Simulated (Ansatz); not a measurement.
Ru:
```xyz
4
Lattice="2.6923 0.0000 0.0000 -1.3461 2.3316 0.0000 0.0000 0.0000 8.6434" Properties=species:S:1:pos:R:3 pbc="T T T"
Ru     0.0000     0.0000     0.0000
Ru     1.3461     0.7772     2.1609
Ru     0.0000     0.0000     4.3217
Ru     0.0000     1.5544     6.4826
```

Relaxed with r²SCAN. Special points in fractions of this cell's reciprocal vectors: Γ (0.000, 0.000, 0.000); M (0.500, 0.000, 0.000); K (0.333, 0.333, 0.000); A (0.000, 0.000, 0.500); L (0.500, 0.000, 0.500); H (0.333, 0.333, 0.500).

Problem. List the band energies nearest the Fermi level at these points for DFT-r²SCAN with spin–orbit coupling in the program Ansatz with PAW potentials.

Solution. In eV from the Fermi level; about four levels below and three above (degenerate sets whole), none deeper than 8.9 eV; … stands for higher levels left out; points with the same levels are listed once.

```csv
k,below,above
Γ,-0.19 -0.19 -0.02 -0.02,0.56 0.56 0.64 0.64
M,-1.05 -1.05 -0.98 -0.98,1.58 1.58 1.60 1.60
K,-1.25 -1.25 -1.15 -1.15,0.08 0.08 0.13 0.13
A,-0.40 -0.40 -0.40 -0.40,…
L,-0.35 -0.35 -0.35 -0.35,0.86 0.86 0.86 0.86
H,-0.38 -0.38 -0.22 -0.22,1.15 1.15 1.24 1.24
```

Space group P6_3/mmc (dhcp (α-La type)). The start of the workflow was typed in or built on a structure type. Its sites differ from those of the usual phase in this space group: another stacking or structure type. The cell was relaxed with r²SCAN under the symmetry of its start; whether a distortion lowers the energy is not shown. The run is not spin-polarised.

Potentials: the earlier of the program's two PAW sets.
